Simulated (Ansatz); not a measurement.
ZrC in the rocksalt structure

Level of theory: DFT, PBEsol, scalar-relativistic, no spin polarisation; plane waves to 420 eV with PAW datasets (Ansatz 0.2.0), 12×12×12 k-mesh, Gaussian smearing of 0.05 eV. The datasets are Ansatz's generated set soft_2.

```yaml
crystal:
  lattice:
    - [0.00000, 2.33458, 2.33458]
    - [2.33458, 0.00000, 2.33458]
    - [2.33458, 2.33458, 0.00000]
  atoms:
    - { symbol: Zr, position: [0.50000, 0.50000, 0.50000] }
    - { symbol: C, position: [0.00000, 0.00000, 0.00000] }
```

The start was a prototype's sites filled with these elements; the Crystallography Open Database holds the compound in this structure.

The cell is relaxed to zero pressure at this level.

The cell has space group Fm-3m (read at 0.01 Å). In it the stress is 0.02, 0.02, 0.02, 0.00, 0.00, 0.00 GPa and the largest force component 0.000 eV/Å. Each change below starts from this cell, without further relaxation. Stress is in GPa, positive in compression, in the order xx, yy, zz, yz, xz, xy; energies are counted from the cell above and are free energies with the smearing's entropy, which match forces and stress in a metal.

Task: One atom was moved along a Cartesian axis, and these forces appeared. Which atom, and about how far?
```
atom  Fx (eV/Å)     Fy      Fz
 Zr1      0.000  0.000  -0.147
  C2      0.000  0.000   0.147
```

Result: Atom 1 (Zr) is moved by 0.02 Å along z; the energy changes by 1.5 meV per cell. Moving the other atom the opposite way is the same thing.

Task: A single strain component, atoms carried along, gave the stress -2.96, -2.96, -12.72, 0.00, 0.00, 0.00. Which component, and about how large?

Result: An engineering strain of 3 % in zz; the energy changes by 31.7 meV per cell.
